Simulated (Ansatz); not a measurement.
Phonons of ZrC (rock salt) at Γ, L = (0.5, 0.0, 0.0), X = (0.5, 0.5, 0.0).

ZrC (rock salt)

```yaml
crystal:
  lattice:
    - [0.00000, 2.35437, 2.35437]
    - [2.35437, 0.00000, 2.35437]
    - [2.35437, 2.35437, 0.00000]
  atoms:
    - { symbol: C, position: [0.00000, 0.00000, 0.00000] }
    - { symbol: Zr, position: [0.50000, 0.50000, 0.50000] }
```

These are PBE (plane waves to 420 eV, PAW, scalar-relativistic; Ansatz, a first-principles code) values and carry that method's errors. DFPT wavenumbers on a 18×18×18 k mesh, in cm⁻¹ and rounded to 5; i marks imaginary ones, q is in fractions of the reciprocal vectors of the cell shown, and the three acoustic modes at Γ are left out. ZrC is run without spin polarisation. ZrC was relaxed with its symmetry unable to fall.

| q | wavenumbers (cm⁻¹) |
|---|---|
| Γ | 420 (×3) |
| L = (0.5, 0.0, 0.0) | 180 (×2), 320, 510 (×2), 655 |
| X = (0.5, 0.5, 0.0) | 205 (×2), 260, 450 (×2), 530 |

The structure shows no imaginary mode at these points (lowest 180 cm⁻¹ at L = (0.5, 0.0, 0.0)); other wave vectors were not tested.

Highest mode: 655 cm⁻¹ at L = (0.5, 0.0, 0.0).
